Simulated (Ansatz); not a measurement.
**Clamped-ion strain scan in Ga**

All numbers below come from Ansatz, DFT r2SCAN, scalar-relativistic, plane waves, PAW. Settings: plane waves to 500 eV, k-mesh 18×18×16 (Γ-centred), Gaussian smearing 0.15 eV. No spin polarisation. Energies are free energies at this smearing, counted from the undisturbed cell; pressure is positive in compression.

The starting cell (as given, not relaxed at this level; it stands at -1.5 GPa; this form isn't the usual structure):

```yaml
crystal:
  lattice:
    - [1.45000, -4.06500, 0.00000]
    - [1.45000, 4.06500, 0.00000]
    - [0.00000, 0.00000, 3.17000]
  atoms:
    - { symbol: Ga, position: [0.86700, 0.13300, 0.25000] }
    - { symbol: Ga, position: [0.13300, 0.86700, 0.75000] }
```

The cell is strained by ε times the Voigt pattern (1, 1, 0, 0, 0, 0) (xx, yy, zz, yz, xz, xy; engineering shear) with fractional coordinates fixed. The cell is metallic on the mesh throughout.

```
      ε  ΔE (meV/atom) stress summed along the pattern (GPa, tension positive) pressure (GPa)
-0.1500          425.6                                                   -83.22            39.0
-0.0750           48.3                                                   -21.71            10.7
 0.0000            0.0                                                     5.15            -1.5
 0.0375           36.8                                                    10.80            -4.4
 0.1125          165.4                                                    15.59            -7.4
 0.1500          244.6                                                    16.31            -8.0
```